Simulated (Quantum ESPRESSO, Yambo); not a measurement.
## CaHBr monolayer: DFT and GW levels

```xyz
6
Lattice="3.7727 0.0000 0.0000 0.0000 3.7727 0.0000 0.0000 0.0000 19.6000" Properties=species:S:1:pos:R:3 pbc="T T T"
H      0.0000     1.8863     0.0000
H      1.8863     0.0000     0.0000
Ca     0.0000     0.0000     1.2785
Ca     1.8863     1.8863    -1.2785
Br     1.8863     1.8863     2.6147
Br     0.0000     0.0000    -2.6147
```

The layer was cut from Materials Project entry mp-24422 and relaxed with PBEsol in a cell 19.6 Å high, with the Coulomb interaction truncated along z.

Starting point: PBEsol (Quantum ESPRESSO, PseudoDojo norm-conserving, 72 Ry, with spin-orbit coupling). G0W0 in Yambo: 4×4×1 Γ-centred k mesh, 220 bands and a 5 Ry block in the screening, 220 bands in G with the Bruneval-Gonze terminator, plasmon pole fitted at 27.2 eV, slab-truncated Coulomb interaction, stochastic integration of W near q = 0.

* **PBEsol gap along the band path**: 4.07 eV
* **PBEsol gap between the mesh's edge points (Γ → Γ)**: 4.09 eV
* **G0W0 gap between the same points**: 7.07 eV

```
k point  band  E PBEsol (eV)  E QP (eV)  shift (eV)     Z
-------  ----  -------------  ---------  ----------  ----
Γ        VB−2          -0.39      -1.82       -1.43  0.82
Γ        VB−1           0.00      -1.08       -1.08  0.81
Γ          VB           0.00      -1.08       -1.08  0.81
Γ          CB           4.09       6.00        1.91  0.83
Γ        CB+1           4.09       6.00        1.91  0.83
X          VB          -0.41      -1.76       -1.35  0.81
X          CB           4.71       6.65        1.94  0.83
M          VB          -0.89      -2.25       -1.36  0.81
M          CB           4.58       6.16        1.57  0.84
```

Energies count from the PBEsol valence-band maximum.

Convergence of the G0W0 settings was not tested.

This is a model layer cut from the bulk structure; whether it is stable on its own was not checked.
